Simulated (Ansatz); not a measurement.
YPt₃ in space group I4/mmm (No. 139; Pt on 2b, Pt on 4d, Y on 2a), plane-wave PAW r²SCAN (Ansatz code), all energies at zero smearing, with the estimated change up to a 700 eV cutoff added, with one set of potentials and settings (totals compare only within such a set). Cell of 4 atoms (3 Pt, 1 Y): -41478.140 eV.

```
element                reference phase  E (eV/atom)
-------  -----------------------------  -----------
Pt          Fm-3m, 1 atoms in the cell  -12538.2501
Y        P6_3/mmc, 2 atoms in the cell   -3859.7274
```

Formation energy per atom, worked out: (-41478.140 − 3×(-12538.2501) − 1×(-3859.7274))/4 = -0.916 eV/atom (-88 kJ per mol of atoms), at 0 K, without zero-point energy or fitted corrections.

The cell is a constructed one: a structure type filled with these elements; neither database checked (COD, Materials Project) lists it. COD files the formula under space group No. 221. Its standing as an ambient phase is unchecked. Symmetry was held in the r²SCAN relaxation; whether a distortion lowers the energy is not shown. No spin polarisation was allowed. The references are the lowest solids computed at this level, not always the standard phases. Spin–orbit coupling is left out wherever it is not named.

Potentials: the earlier of the program's two PAW sets.
